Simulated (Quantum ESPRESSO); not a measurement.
RbCl (rock salt, space group Fm-3m, No. 225) has a direct gap of 4.90 eV with PBEsol (pw.x of Quantum ESPRESSO, ONCV potentials, no spin-orbit coupling). After an isotropic strain (on all lattice vectors, atoms relaxed) the gap is direct, 5.04 eV.

**Question.** Which strain was applied?
(A) -1.5 %
(B) -3 %
(C) +2 %
(D) -0.7 %
(E) +1 %

**Answer.** A, -1.5 %. Gaps found: -3 %: 5.18 eV (direct); -1.5 %: 5.04 eV (direct); -0.7 %: 4.96 eV (direct); 0 %: 4.90 eV (direct); 1 %: 4.81 eV (direct); 2 %: 4.73 eV (direct).
